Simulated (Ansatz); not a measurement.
Start of a relaxation of TaRu2:

```
Ta Ru
1.0
     4.80320    0.00000    0.00000
    -2.40160    4.15969    0.00000
     0.00000    0.00000    4.35438
Ta Ru
2 4
Direct
  0.33333 0.66667 0.00000
  0.66667 0.33333 0.00000
  0.00000 0.00000 0.00000
  0.66667 0.66667 0.50000
  0.33333 0.00000 0.50000
  0.00000 0.33333 0.50000
```

Theory: DFT PBE, scalar-relativistic, plane waves, PAW (Ansatz 0.2.0). Cutoff 420 eV, Gaussian smearing, Γ-centred meshes. Cell and atoms relax first on a coarse mesh and then on a finer one. In between, the cell is made exact in the group found at 0.06 Å. In metals the finer mesh still leaves noise of several meV/atom or more. The steps can't lower the symmetry of their start. No spin polarisation in the relaxation; trial moments died out in a coarse test.

A guess keeps its type if space group and coordination stay and the shape of the cell changes little (axis ratios within about 15 %, angles within 6°); the volume may change.

Q: Does this structure survive the relaxation?

A: It keeps its type. The symmetry stays P-62m (No. 189). The volume per atom grows by 5.0 %, from 14.5 to 15.2 Å³. The shortest distance goes from 2.70 Å (Ta–Ru and Ru–Ru) to 2.71 Å (Ru–Ru). The ratio c/a of the conventional cell changes by a factor of 0.99. Counting neighbours within 15 % of an atom's shortest distance, the start has Ru 12, Ta 12 and the end Ru 12, Ta 12.

Energies over the elements count from the elements' standard structures at the same level, with no fitted energy shifts.

Q: At what energy does it end?

A: −0.09 eV/atom. It lies below the elements, which doesn't yet make it stable against other compounds or structures.

The last run used a 12×12×8 mesh (in the run's order of axes) for its 6-atom cell and Gaussian smearing of 0.10 eV. Spin–orbit coupling, which can matter for Ta, is left out. Symmetry constrained the relaxation, so the result can be a saddle point.
